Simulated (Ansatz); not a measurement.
An Ansatz (a quantum-chemistry and plane-wave program) input:

Ansatz 0.2 input:
```yaml
crystal:
  lattice:
    - [4.406994672, 0.0, 0.0]
    - [0.0, 4.406994672, 0.0]
    - [0.0, 0.0, 4.406994672]
  atoms:
    - { symbol: Al, position: [0.5, 0.5, 0.0] }
    - { symbol: Al, position: [0.0, 0.5, 0.5] }
    - { symbol: Al, position: [0.5, 0.0, 0.5] }
    - { symbol: Ga, position: [0.0, 0.0, 0.0] }
    - { symbol: N, position: [0.7447077348, 0.7447077348, 0.2552922652] }
    - { symbol: N, position: [0.7447077348, 0.2552922652, 0.7447077348] }
    - { symbol: N, position: [0.2552922652, 0.2552922652, 0.2552922652] }
    - { symbol: N, position: [0.2552922652, 0.7447077348, 0.7447077348] }
kpoints:
  mp_grid: { grid: [4, 4, 4] }
hamiltonian:
  xc: hse06
  pseudopotentials: { kind: paw }
scf:
  n_extra_bands: 8
  occupations: { method: fixed }
output:
  eigenvalues: true
  eigenstates:
    e_range: [-9.0, 13.0]
    kpoints:
      - [-0.111979, -0.111979, 0.0]  # VBM
      - [0.0, 0.0, 0.0]  # CBM
      - [0.0, 0.0, 0.0]  # GAMMA
      - [0.5, 0.5, 0.5]  # R
      - [0.5, 0.5, 0.0]  # M
      - [0.0, 0.5, 0.0]  # X
```

Question: How many symmetry operations and irreducible k-points will the run report?

Answer: 24 operations, 10 of 64 k-points.

Question: With a cutoff of 420 eV, how many plane waves at Γ?

Answer: 1743.

It took about 2.9 core-minutes (a rough figure) on shared server cores.

The points marked VBM and CBM come from a semilocal run.

Space group P-43m. The first step of the workflow began from a Materials Project structure, measured or hypothetical; the Crystallography Open Database copy checked does not list it. With Al and Ga taken as one species the cell has the higher symmetry F-43m, so it may be an ordered model of a mixed-site phase. Whether it is the stable phase at ambient conditions was not checked. The PBEsol relaxation kept the symmetry of its start; of distortions, only those at the zone centre were tested.

Potentials: the later of the program's two PAW sets.

Ansatz is a plane-wave DFT program.
